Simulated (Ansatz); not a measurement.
**Sb2Pt: field gradients at two levels of theory**

Cell: an entry of the Crystallography Open Database (COD) whose atoms were relaxed with PBE, the cell held.

Space group Pa-3 (No. 205); a = 6.4400 Å.

| site | Wyckoff | site symmetry | x | y | z |
| --- | --- | --- | --- | --- | --- |
| Sb | 8c | .3. | 0.3745 | 0.3745 | 0.3745 |
| Pt | 4a | .-3. | 0.0000 | 0.0000 | 0.0000 |

One atom of each set is listed.

First run. All values are calculated (Ansatz; DFT, PBE, plane waves and PAW, scalar-relativistic, 420 eV cutoff, Γ-centred 5×5×5 k-points, Fermi–Dirac smearing 0.05 eV), not measured.

| site | V_zz (10²¹ V/m²) | η |
| --- | --- | --- |
| Sb | 6.57 | 0.00 |
| Pt | -6.99 | 0.00 |

Second run. The same atoms and settings, except that the functional is r2SCAN and the cutoff is 500 eV.

Problem. What does the second run give?

Solution. 

```
site   V_zz     η  change of V_zz
  Sb   6.64  0.00           +0.07
  Pt  -7.33  0.00           -0.34
```

The largest change of V_zz is on Pt, from -6.99 to -7.33. In per cent, |V_zz| changes by +1 on Sb, +5 on Pt (all sites that start above 2).

The run finds no gap above 0.1 eV (a metal, or nearly one), so the gradients can move by 10 % or more with the k-mesh. Spin–orbit coupling is left out, which shifts gradients on Pt by a few per cent in wide-gap crystals, and can shift them far more where the calculated gap is small or absent, as here.
For the first run: At this cell the PBE pressure is 6 GPa, so with PBE the cell would grow if it were relaxed. With these PAW files V_zz is typically within 2 to 3 % of all-electron values, but misses above 10 % occur on Sb.
For the second run: With these PAW files V_zz is typically within 2 to 3 % of all-electron values, but misses above 10 % occur on Pt, Sb.
